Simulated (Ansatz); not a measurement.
SrCl2:
```yaml
crystal:
  lattice:
    - [0.00000, 3.52048, 3.52048]
    - [3.52048, 0.00000, 3.52048]
    - [3.52048, 3.52048, 0.00000]
  atoms:
    - { symbol: Sr, position: [0.00000, 0.00000, 0.00000] }
    - { symbol: Cl, position: [0.25000, 0.25000, 0.25000] }
    - { symbol: Cl, position: [0.75000, 0.75000, 0.75000] }
```

Tensor components refer to the Cartesian frame of this cell.

Question: Give the high-frequency dielectric tensor and the Born effective charge tensors of the independent atoms from DFPT, PBE (plane waves, PAW; program Ansatz).

Answer: 
ε∞:
```
2.88  0.00  0.00
0.00  2.88  0.00
0.00  0.00  2.88
```
Z* of atom 1 (Sr), rows: field, columns: displacement, in e:
```
2.50  0.00  0.00
0.00  2.50  0.00
0.00  0.00  2.50
```
Z* of atom 2 (Cl), rows: field, columns: displacement, in e:
```
-1.25   0.00   0.00
 0.00  -1.25   0.00
 0.00   0.00  -1.25
```

Static charges for comparison (Bader): Sr1 +1.63, Cl2 -0.81 e. Born charges measure polarisation by displacement and can exceed these by far.

Space group Fm-3m (fluorite). The cell was relaxed with PBE under the symmetry of its start; phonons on a q-mesh show no instability. Spin–orbit coupling is left out wherever it is not named.

Potentials: the later of the program's two PAW sets.
